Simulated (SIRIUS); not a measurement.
Input and output of a self-consistent single point for InGa₂N₃ (Cmc2_1, 12 atoms in the cell; from Materials Project mp-1246567, changed as shown) (SIRIUS).

Computed with PBE, PseudoDojo 0.5 standard norm-conserving PBE (tails mended) pseudopotentials (plane waves; SIRIUS).

The change in words: lattice scaled by 0.97; parameters.gk_cutoff: 9.165 1/bohr → 7.099 1/bohr; parameters.pw_cutoff: 18.331 1/bohr → 14.199 1/bohr. Reference geometry (Cmc2_1):
```
CELL_PARAMETERS angstrom
      4.99483    -2.88104     0.00000
      4.99483     2.88104     0.00000
      0.00000     0.00000     5.38006
ATOMIC_POSITIONS crystal
  In 0.32526 0.67474 0.98970
  In 0.67474 0.32526 0.48970
  Ga 0.00709 0.33385 0.99258
  Ga 0.99291 0.66615 0.49258
  Ga 0.66615 0.99291 0.99258
  Ga 0.33385 0.00709 0.49258
  N  0.02682 0.33368 0.35888
  N  0.97318 0.66632 0.85888
  N  0.66632 0.97318 0.35888
  N  0.33368 0.02682 0.85888
  N  0.30744 0.69256 0.39539
  N  0.69256 0.30744 0.89539
```

Reference input (self-consistent single point, DFT, PBE, plane waves, PseudoDojo 0.5 standard norm-conserving PBE (tails mended) pseudopotentials): parameters.ngridk = 2 2 2; parameters.xc_functionals = [XC_GGA_X_PBE, XC_GGA_C_PBE]; parameters.gk_cutoff = 9.165 1/bohr; parameters.pw_cutoff = 18.331 1/bohr; parameters.smearing = fermi_dirac; parameters.smearing_width = 0.00183747 Ha; potentials = PseudoDojo 0.5 standard norm-conserving PBE (tails mended) pseudopotentials; parameters.electronic_structure_method = pseudopotential; parameters.num_bands = 65; parameters.num_mag_dims = 0; parameters.num_dft_iter = 100; parameters.energy_tol = 1e-07 Ha. This run's input differs from it in these lines:

```diff
@@ -14,4 +14,4 @@
     "xc_functionals": ["XC_GGA_X_PBE", "XC_GGA_C_PBE"],
-    "gk_cutoff": 9.165,
-    "pw_cutoff": 18.331,
+    "gk_cutoff": 7.099,
+    "pw_cutoff": 14.199,
     "ngridk": [2, 2, 2],
@@ -32,5 +32,5 @@
     "lattice_vectors": [
-      [9.4388645185, -5.4443689952, 0.0],
-      [9.4388645185, 5.4443689952, 0.0],
-      [0.0, 0.0, 10.1668361546]
+      [9.1556985074, -5.2810380765, 0.0],
+      [9.1556985074, 5.2810380765, 0.0],
+      [0.0, 0.0, 9.8618305786]
     ],
```

Output (repeated stretches shortened):

```
[find] density tolerance         : 1e-06
[find] total energy tolerance    : 1e-07
[find] iter_solver_tol (initial) : 0.01
[find] iter_solver_tol (target)  : 1e-13
[find] num_dft_iter              : 100
Charges and magnetic moments
--------------------------------------------------------------------------------
total charge          : 108.000000
[find] | SCF iteration   0 out of 100|
[diagonalize] iterative solver tolerance (occupied, empty): 0.01 0.01
[diagonalize] average number of iterations: 2.5
[find] Charges and magnetic moments
[find] total charge          : 108.000000
[find] Energy
   [... lines left out ...]

[find] Charges and magnetic moments
[find] total charge          : 108.000000
[find] Energy
[find] smearing (-TS)                 :      -0.00000002
[find] Total energy                   :    -500.16198539 (Ha),   -1000.32397078 (Ry)
[find] Free energy (E-TS)             :    -500.16198541 (Ha),   -1000.32397082 (Ry)
[find] band gap (eV)                  :       1.38275848
[find] Efermi                         :       0.45411993
[find] iteration : 13, RMS (target) : 4.0823e-07 (1.0000e-06) , energy difference (target) : -5.5707e-12 (1.0000e-07)
[find] bands are converged : true
[find] iterative solver converged : true
[find] converged after 14 SCF iterations!
[find] Charges and magnetic moments
[find] total charge          : 108.000000
[find] Energy
[find] smearing (-TS)                 :      -0.00000002
[find] Total energy                   :    -500.16198539 (Ha),   -1000.32397078 (Ry)
[find] Free energy (E-TS)             :    -500.16198541 (Ha),   -1000.32397082 (Ry)
[find] band gap (eV)                  :       1.38275848
[find] Efermi                         :       0.45411993
[ground_state] === stress tensor components [kbar] ===
[ground_state] === stress_total ===
[ground_state]  1775.975197    0.000000    0.000000
[ground_state]     0.000000 1780.817867    0.000000
[ground_state]     0.000000    0.000000 1773.772528
[ground_state] ==== total Forces in Ha/bohr =====
   [... lines left out ...]
[ground_state] atom:    7, force:      -0.0012415      0.0007130     -0.0016827
[ground_state] atom:    8, force:      -0.0012415     -0.0007130     -0.0016827
[ground_state] atom:    9, force:       0.0012415      0.0007130     -0.0016827
[ground_state] atom:   10, force:      -0.0000000      0.0011358      0.0032125
[ground_state] atom:   11, force:       0.0000000     -0.0011358      0.0032125
```

The run converged in 14 iterations. SIRIUS prints the stress tensor with tension positive. Against the reference run the free energy goes up by 2.23 eV/atom, the pressure goes from 1.38 to -177.7 GPa, the largest force goes from 0.055 to 0.175 eV/Å and the gap on the mesh goes from 0.949 to 1.383 eV.

This run is one point of a test of settings, so its values need not be converged; read them against the reference run alone. The structure comes from a collection of computed structures, made at another level of theory; the collection holds predicted forms beside known ones. Its lattice was then scaled.

Cost on one core: around 90 core-seconds (rough).

The gap that the log prints is read on the run's mesh, which can miss the band edges or a crossing.

At a cut-down plane-wave cutoff the stress holds a Pulay term: a spurious tension from the incomplete basis, which lowers the pressure; energies, forces and gaps of such rows are unconverged too.

“Tails mended”: in these copies of the files the far tail of each local potential was reset to the Coulomb form.
